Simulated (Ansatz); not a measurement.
# ZrH

```yaml
crystal:
  lattice:
    - [3.24279, 0.00000, 0.00000]
    - [0.00000, 3.24279, 0.00000]
    - [0.00000, 0.00000, 4.94800]
  atoms:
    - { symbol: Zr, position: [0.00000, 0.50000, 0.00000] }
    - { symbol: Zr, position: [0.50000, 0.00000, 0.50000] }
    - { symbol: H, position: [0.00000, 0.00000, 0.75000] }
    - { symbol: H, position: [0.00000, 0.00000, 0.25000] }
```

Atom numbers follow the list: Zr1, Zr2, H3, H4.

The cell comes from COD entry 1540981, which wasn't checked; take it as a given geometry.

Levels of theory: DFT, PBEsol, all-electron LAPW, scalar-relativistic (Ansatz 0.2.0); DFT, PBEsol, PAW with Ansatz's default frozen-core files, scalar-relativistic (Ansatz 0.2.0).

For LAPW: a Γ-centred 9×9×6 k mesh, Fermi–Dirac smearing of 0.02 eV, basis error target 0.5 meV/atom, no spin polarisation. PAW takes a cutoff of 420 eV at this cell (files made with PBE, cores remade for this functional). The Ansatz runs share mesh, smearing and spin set-up. Values come from LAPW unless marked.

| Item | Value |
| --- | --- |
| Löwdin charges (with 0.17 e of the cell spilling out of the atomic basis, so their sizes and signs hang on that basis) | Zr1 0.25, H3 -0.17 e |
| Volume per atom | 13.01 Å³ |

**Question.** Predict this quantity. Stress xx, yy, zz (compression positive).

**Answer.** -3.08, -3.08, -1.51 GPa.

**Question.** Predict this quantity. Density of states at the Fermi level (0.2 eV bin).

**Answer.** 2.09 states/eV per cell.

**Question.** Give the computed value. Bader charges (from the PAW run).

**Answer.** Zr1 +0.82, H3 -0.82 e.

**Question.** Predict this quantity. Band gap.

**Answer.** none: bands cross the Fermi level, a metal.

**Question.** Give the computed value. Pressure at this cell.

**Answer.** -2.56 GPa.
